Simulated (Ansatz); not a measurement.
# Fixed-spin-moment curve of RbMnSe2 (I-4m2)

```yaml
crystal:
  lattice:
    - [-2.02179, 2.02179, 7.06708]
    - [2.02179, -2.02179, 7.06708]
    - [2.02179, 2.02179, -7.06708]
  atoms:
    - { symbol: Rb, position: [0.00000, 0.00000, 0.00000] }
    - { symbol: Mn, position: [0.25000, 0.75000, 0.50000] }
    - { symbol: Se, position: [0.65258, 0.65258, 0.00000] }
    - { symbol: Se, position: [0.34742, 0.34742, 0.00000] }
```

Geometry: a structure from the Materials Project; nothing is relaxed.

The runs share PBEsol, 10×10×10 k mesh, Fermi–Dirac smearing of 0.05 eV. PAW means Ansatz 0.2.0 on its default frozen-core files; LAPW is all-electron LAPW in Ansatz 0.2.0. Site moments are integrated in spheres about the atoms, whose radii differ between the methods. Start moments of the first PAW run (μB): Mn2 4.

The total moment M of the cell is held by giving each spin its own Fermi level. Half their difference over μB is the field that would hold M, so μB·B = dF/dM. Energies count from each method's free run. The held moment starts on the atoms that carry the free run's moments.

The free PAW run: Site moments (μB): Rb1 0.02, Mn2 3.63, Se3 -0.05, Se4 -0.05. Cell moment 4.00 μB.

| M (μB/cell) | ΔF PAW (meV/cell) | ΔF LAPW (meV/cell) | B, PAW (T) | largest site moment, PAW (μB) | pressure, PAW (GPa) |
| --- | --- | --- | --- | --- | --- |
| 0.00 | ? | – | – | 0.00 | -7.6 |
| 0.80 | +1113.9 | – | -3322 | 0.86 | -7.1 |
| 1.60 | +920.2 | +918.2 | -4867 | 1.67 | -6.5 |
| 2.40 | +650.8 | – | -6719 | 2.44 | ? |
| 3.20 | +318.7 | – | -7384 | 3.09 | -4.0 |
| 3.60 | +150.1 | – | -7091 | 3.37 | -3.2 |
| 4.60 | +259.0 | +258.9 | +8357 | 3.74 | -1.4 |
| 5.20 | +579.7 | +579.5 | +10232 | 3.87 | -0.1 |

Problem. Fill in "ΔF PAW (meV/cell)" for the row "0.00".

Solution. +1214.0.

Problem. Give the missing entry: row "2.40", column "pressure, PAW (GPa)".

Solution. -5.4.

Against an unpolarised PAW run, spin polarisation gains 303.5 meV per atom; the pressure goes from -7.6 to -2.3 GPa, the usual magnetovolume effect: the magnetic state wants the larger volume.

Problem. Fit ΔF = E₀ + a₂M² + a₄M⁴ to the PAW points up to M = 4.60 μB, leaving out M = 2.40. What does the fit give, and how well does it predict the point left out?

Solution. E₀ = +1214.3 meV, a₂ = -132.52 meV/μB², a₄ = +4.114 meV/μB⁴, with a worst miss of 37.7 meV. At M = 2.40 it gives +587.4 meV against the computed +650.8. Since a₂ < 0 the minimum lies at M₀ = √(−a₂/2a₄) = 4.01 μB, against 4.00 μB from the free run.

Separate runs put a uniform field on the spins (g = 2):

| field (T) | M PAW (μB/cell) | M LAPW (μB/cell) |
| --- | --- | --- |
| 200 | 4.000 | – |
| 1000 | 4.000 | 4.000 |
| 3000 | 4.000 | 4.000 |

The rows needn't lie on one branch: at M = 0 the run is unmagnetised, so slopes across such rows needn't follow B.

The PAW files were made with PBE; the program remakes their cores once for the run's functional and then keeps them frozen. The Ansatz runs typed with the search for lower states off end where their start leads. The magnetic state is the one that this cell and start allow. It needn't be the compound's measured order, which may need a larger cell or be absent.
